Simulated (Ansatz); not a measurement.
Property card for Ti₃Al

Ti3Al:
```
Ti3Al
1.0
    0.00000     3.19131     3.19131
    3.19131     0.00000     3.19131
    3.19131     3.19131     0.00000
Ti Al
3 1
Direct
  0.75000   0.75000   0.75000
  0.25000   0.25000   0.25000
  0.00000   0.00000   0.00000
  0.50000   0.50000   0.50000
```
The run is spin-polarised; directions of the spins, atom by atom: 0 0 ↑ 0.

Space group Fm-3m (No. 225); conventional cell a = b = c = 6.3826 Å, α = β = γ = 90.00°.

Method: PBEsol (plane waves, PAW; program Ansatz). The cell and atoms are relaxed at this level. Other levels are named where they apply.

Cell and energy:

```json
{
 "volume_per_atom": "16.25 Å³",
 "density": "4.36 g/cm³",
 "Formation energy from the elements (no fitted shifts)": "-14 kJ/mol-atom"
}
```

Electronic structure:

```json
{
 "electronic_character": "metallic (no gap)",
 "Density of states at the Fermi level": "1.3 states/eV per atom (mean over ±0.08 eV)"
}
```

Magnetism:

```json
{
  "magnetic_order": "ferromagnetic",
  "net_moment": "0.42 μB per atom"
}
```

Mechanics:

```json
{
  "Bulk modulus (Birch–Murnaghan fit)": "115 GPa",
  "Pressure derivative B′": "3.8",
  "Elastic constants (relaxed ions, GPa)": "C11 = 129, C12 = 109, C44 = 63.2",
  "mechanical_stability": "stable (all eigenvalues of C positive)",
  "hill_bulk_and_shear_moduli": "116 and 31.3 GPa",
  "Young's modulus": "86.2 GPa",
  "Poisson's ratio": "0.38",
  "debye_temperature_from_the_elastic_constants": "356 K"
}
```

The first step of the workflow began from a Materials Project structure, measured or hypothetical; the Crystallography Open Database copy checked does not list it. With Ti and Al taken as one species the cell has the higher symmetry Im-3m, so it may be an ordered model of a mixed-site phase. It is not the phase usual at ambient conditions (space group No. 194). Symmetry was held in the PBEsol relaxation; whether a distortion lowers the energy is not shown. Spin order of the final state: ferromagnetic, chosen from 3 collinear starts compared on coarse meshes (ties went to the first, and starts can fall back to one state), not a proven ground state. As this level gives no gap, shear constants depend on the k-mesh and smearing (Fermi–Dirac, 0.1 eV here). The references are the lowest solids computed at this level, not always the standard phases.

Potentials: the later of the program's two PAW sets.
